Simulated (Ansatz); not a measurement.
Al2Cu:
```yaml
crystal:
  lattice:
    - [-2.99769, 2.99769, 2.41276]
    - [2.99769, -2.99769, 2.41276]
    - [2.99769, 2.99769, -2.41276]
  atoms:
    - { symbol: Cu, position: [0.25000, 0.25000, 0.00000] }
    - { symbol: Cu, position: [0.75000, 0.75000, 0.00000] }
    - { symbol: Al, position: [0.84074, 0.65926, 0.50000] }
    - { symbol: Al, position: [0.15926, 0.34074, 0.50000] }
    - { symbol: Al, position: [0.65926, 0.15926, 0.81852] }
    - { symbol: Al, position: [0.34074, 0.84074, 0.18148] }
```

Relaxed with PBEsol.

Q: Decompose the optical modes at the zone centre into irreducible representations, and say which are infrared and Raman allowed.

A: Point group 4/mmm: Γ_opt = A1g + 2A2g + A2u + B1g + B1u + B2g + 2Eg + 2Eu. Infrared: A2u, Eu. Raman: A1g, B1g, B2g, Eg.

Q: Assign frequencies (DFPT, plane-wave PAW PBEsol (Ansatz code)).

A: Eg 145, Eu 150, B1u 188, A2u 193, A2g 217, B1g 251, Eg 261, B2g 279, A1g 284, Eu 297, A2g 325 cm⁻¹.

Subscripts of B labels follow the axes of the standard setting.

Space group I4/mcm. Symmetry was held in the PBEsol relaxation. The run is not spin-polarised. As this level gives no gap, phonon frequencies hold no LO–TO term and depend on the k-mesh and smearing (Fermi–Dirac, 0.1 eV here).

Potentials: the later of the program's two PAW sets.
